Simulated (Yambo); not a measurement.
Mg2ZnO3 (space group P-3m1, No. 164): the exchange self-energy on PBEsol orbitals (Yambo, 6×6×2 mesh) holds the Coulomb divergence, which is integrated with random points (RandQpts).

| random points | exchange-only gap A → Γ (eV) | shift of the valence edge (eV) | gap against the reference (meV) |
|---|---|---|---|
| 1,000 | 12.75 | -5.77 | 97 |
| 10,000 | 12.51 | -5.45 | -140 |
| 100,000 | 12.69 | -5.69 | 32 |
| 1,000,000 | 12.68 | -5.68 | 23 |
| 5,000,000 | 12.65 | -5.65 | reference |

No other run stays within 20 meV of the one with most points. The error is statistical; each row is a single draw, so the rows fix no rate of convergence.

Geometry of the Materials Project entry, not relaxed at this level; primitive cell a = b = 3.0330 Å, c = 7.4033 Å, α = β = 90.00°, γ = 120.00°.

The structure is a Materials Project entry; no match was found in the copy of COD used, and its stability was not checked.

A shift is the quasiparticle energy of the state minus its PBEsol energy.
